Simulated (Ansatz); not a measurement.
BN:
```xyz
4
Lattice="1.2490 -2.1632 0.0000 1.2490 2.1632 0.0000 0.0000 0.0000 6.6624" Properties=species:S:1:pos:R:3 pbc="T T T"
B      1.2490    -2.1617     1.6656
B      1.2490     2.1617     4.9968
N      1.2490    -0.7226     4.9968
N      1.2490     0.7226     1.6656
```

Relaxed with r²SCAN+D4. Special points in fractions of this cell's reciprocal vectors: Γ (0.000, 0.000, 0.000); Y (-0.500, 0.500, 0.000); C0 (-0.333, 0.667, 0.000); Σ0 (0.333, 0.333, 0.000); Z (0.000, 0.000, 0.500); A0 (0.333, 0.333, 0.500); E0 (-0.333, 0.667, 0.500); T (-0.500, 0.500, 0.500); S (0.000, 0.500, 0.000); R (0.000, 0.500, 0.500).

List the band energies nearest the valence-band maximum at these points for r²SCAN+D4 (plane waves, PAW; program Ansatz).

In eV from the valence-band maximum; about four levels below and three above (degenerate sets whole), none deeper than 8.9 eV; … stands for higher levels left out; points with the same levels are listed once.

```csv
k,below,above
Γ,-1.34 -1.34 -1.34 -1.34,5.57 10.95 12.47 12.47
Y,-4.31 -4.24 -1.06 -0.94,4.88 6.34 10.07
C0,-7.63 -7.36 -0.03 -0.03,4.22 6.66 13.12
Z,-1.34 -1.34 -1.34 -1.34,8.04 8.04 …
A0,-7.50 -7.50 -0.01 -0.01,5.24 5.24 12.74 12.74
T,-4.28 -4.28 -0.93 -0.93,5.24 5.24 10.80 10.80
S,-4.31 -4.24 -1.06 -0.94,4.89 6.34 10.07
R,-4.28 -4.28 -0.93 -0.93,5.24 5.24 10.81 10.81
```

Space group P6_3/mmc. The start of the workflow was typed in or built on a structure type. Its sites differ from those of the usual phase in this space group: another stacking or structure type. Symmetry was held in the r²SCAN+D4 relaxation; its stability against distortions is not shown here. The volume moved by 53 % from the start of the relaxation. Point labels and valley counts follow the cell and symmetry of the run, lower than the named group.

Potentials: the later of the program's two PAW sets.
